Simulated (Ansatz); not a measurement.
MgPt in space group P2_13 (No. 198; Mg on 4a, Pt on 4a) under volume change, the program Ansatz at the r²SCAN level (PAW), shape and atoms relaxed at each volume.

```tsv
V (Å³/atom)	E − E(relaxed) (meV/atom)	P (GPa)
14.591	60.6	14.71
15.072	25.3	8.94
15.553	6.0	4.09
16.034	0.0	0.00
16.515	5.3	-3.44
16.996	20.1	-6.33
17.477	42.8	-8.77
```

Question: What does a third-order Birch–Murnaghan fit give for V₀, B₀ and B′?

Answer: V₀ = 16.03 Å³/atom, B₀ = 125 GPa, B′ = 4.7.

The first step of the workflow began from a Materials Project structure, measured or hypothetical; the Crystallography Open Database copy checked does not list it. With Mg and Pt taken as one species the cell has the higher symmetry Pa-3, so it may be an ordered model of a mixed-site phase. Whether it is the stable phase at ambient conditions was not checked. Symmetry was held in the r²SCAN relaxation. At this level the phase is mechanically unstable. The run is not spin-polarised. Spin–orbit coupling is left out wherever it is not named.

Potentials: the later of the program's two PAW sets.
